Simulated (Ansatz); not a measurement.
SiRh:
```
SiRh
1.0
    5.53609     0.00000     0.00000
    0.00000     3.06129     0.00000
    0.00000     0.00000     6.37069
Si Rh
4 4
Direct
  0.18505   0.25000   0.44392
  0.81495   0.75000   0.55608
  0.31495   0.75000   0.94392
  0.68505   0.25000   0.05608
  0.00313   0.25000   0.79807
  0.99687   0.75000   0.20193
  0.49687   0.75000   0.29807
  0.50313   0.25000   0.70193
```

Relaxed with PBEsol. Special points in fractions of this cell's reciprocal vectors: Γ (0.000, 0.000, 0.000); X (0.500, 0.000, 0.000); S (0.500, 0.500, 0.000); Y (0.000, 0.500, 0.000); Z (0.000, 0.000, 0.500); U (0.500, 0.000, 0.500); R (0.500, 0.500, 0.500); T (0.000, 0.500, 0.500).

List the band energies nearest the Fermi level at these points for PBEsol (plane waves, PAW; program Ansatz).

In eV from the Fermi level; about four levels below and three above (degenerate sets whole), none deeper than 8.9 eV; points with the same levels are listed once.

```csv
k,below,above
Γ,-1.62 -1.30 -1.16 -0.69,0.10 2.04 2.11
X,-1.68 -1.68 -1.41 -1.41,1.89 1.89 3.89 3.89
S,-0.13 -0.13 -0.13 -0.13,2.12 2.12 2.12 2.12
Y,-1.02 -1.02 -0.08 -0.08,0.02 0.02 0.93 0.93
Z,-1.79 -1.79 -1.28 -1.28,0.93 0.93 3.85 3.85
U,-1.72 -1.72 -0.91 -0.91,1.70 1.70 3.80 3.80
R,-0.06 -0.06 -0.06 -0.06,3.33 3.33 3.33 3.33
T,-1.45 -1.45 -0.51 -0.51,0.19 0.19 1.32 1.32
```

Space group Pnma. The first step of the workflow began from a Materials Project structure, measured or hypothetical; the Crystallography Open Database copy checked does not list it. COD files the formula under space group No. 14, so this cell is another polymorph or a model. Whether it is the stable phase at ambient conditions was not checked. The cell was relaxed with PBEsol under the symmetry of its start; of distortions, only those at the zone centre were tested. The run is not spin-polarised. Spin–orbit coupling is left out wherever it is not named.

Potentials: the earlier of the program's two PAW sets.
